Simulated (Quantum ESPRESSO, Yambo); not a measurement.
## Quasiparticle gap of SiO$_{2}$

```xyz
9
Lattice="5.0611 0.0000 0.0000 -2.5305 4.3830 0.0000 0.0000 0.0000 5.5405" Properties=species:S:1:pos:R:3 pbc="T T T"
O      2.5305     2.5542     2.7702
O     -0.9467     3.4686     4.6171
O      1.5838     0.9144     0.9234
O      0.0000     1.8289     2.7702
O      3.4772     0.9144     4.6171
O      0.9467     3.4686     0.9234
Si    -1.2653     2.1915     3.6937
Si     2.5305     0.0000     0.0000
Si     1.2653     2.1915     1.8468
```

The geometry is that of Materials Project entry mp-6922, symmetrised and not relaxed again.

Starting point: norm-conserving LDA (Quantum ESPRESSO, 84 Ry, without SOC). G0W0 in Yambo: 3×3×4 Γ-centred k mesh, 227 bands and a 8 Ry block in the screening, 227 bands in G with the Bruneval-Gonze terminator, plasmon pole fitted at 27.2 eV.

```yaml
LDA gap along the band path: 5.50 eV
LDA gap between the mesh's edge points (A → Γ): 5.50 eV
G0W0 gap between the same points: 8.63 eV
LDA smallest direct gap on the mesh (at Γ): 5.70 eV
G0W0 direct gap at that point: 8.83 eV
```

| k point | band | E LDA (eV) | E QP (eV) | shift (eV) | Z |
|---|---|---|---|---|---|
| Γ | VB | -0.19 | -2.03 | -1.83 | 0.82 |
| Γ | CB | 5.50 | 6.81 | 1.30 | 0.88 |
| A | VB | 0.00 | -1.82 | -1.82 | 0.82 |
| A | CB | 7.31 | 8.82 | 1.51 | 0.87 |
| K | VB | -0.06 | -1.89 | -1.83 | 0.82 |
| K | CB | 8.26 | 9.87 | 1.61 | 0.87 |
| H | VB | -0.67 | -2.58 | -1.91 | 0.82 |
| H | CB | 8.51 | 10.35 | 1.84 | 0.85 |

Energies count from the LDA valence-band maximum.

Nearest settings tried, and what they do to the gap: 84 bands in W, 84 bands in G: +61 meV; 105 bands in W: +32 meV; 2 Ry block (41 vectors against 339): +270 meV. Not varied: mesh. So the settings aren't converged at that level.

This is not the ordinary phase of the substance.
